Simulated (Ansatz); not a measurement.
Ca2C (antifluorite): gap against strain (epitaxial in the xy plane)

Ca2C built on the antifluorite prototype, relaxed with r2SCAN in the plane-wave code Ansatz, then strained (epitaxial in the xy plane; changes of length per length, axes as in the cell below) with the atoms relaxed again within the symmetry that is left. It is cubic, Fm-3m (No. 225); a = 6.257 Å in the conventional setting, 20.42 Å³ an atom. C is surrounded by 8 Ca at 2.71 Å; Ca is surrounded by 4 C at 2.71 Å. The cell comes from a prototype generator: it can be a known phase or a hypothetical one. Spin polarisation is off.

```
CELL_PARAMETERS angstrom
0.00000 3.12858 3.12858
3.12858 0.00000 3.12858
3.12858 3.12858 0.00000
ATOMIC_POSITIONS crystal
C 0.00000 0.00000 0.00000
Ca 0.25000 0.25000 0.25000
Ca 0.75000 0.75000 0.75000
```

Gaps are the least over each mesh (r2SCAN 8×8×8, HSE06 6×6×6 when unstrained) and the special points, which keep their unstrained names; stress is the change from the unstrained cell, compression positive.

```tsv
strain (%)	free normal strain (%)	gap, r2SCAN (eV)	gap, HSE06 (eV)	edges, HSE06	in-plane stress, r2SCAN (GPa)	energy rise, r2SCAN (meV/atom)
-2.83	+0.44	0.170	0.576	X	+4.98	17.1
-2.38	+0.35	0.211	0.618	X	+4.13	12.0
0.0	0.00	0.413	0.825	X	0.00	0.0
+1.5	-0.16	0.388	0.789	X	-2.32	4.6
```

Between zero and the nearest strains the slope of the HSE06 gap against strain is +0.087 eV per percent for negative and -0.024 for positive strain; it falls either way, as happens when edge states split or other valleys take over.

The meshes of the hybrids are coarse, so their gaps aren't converged to the digits shown.
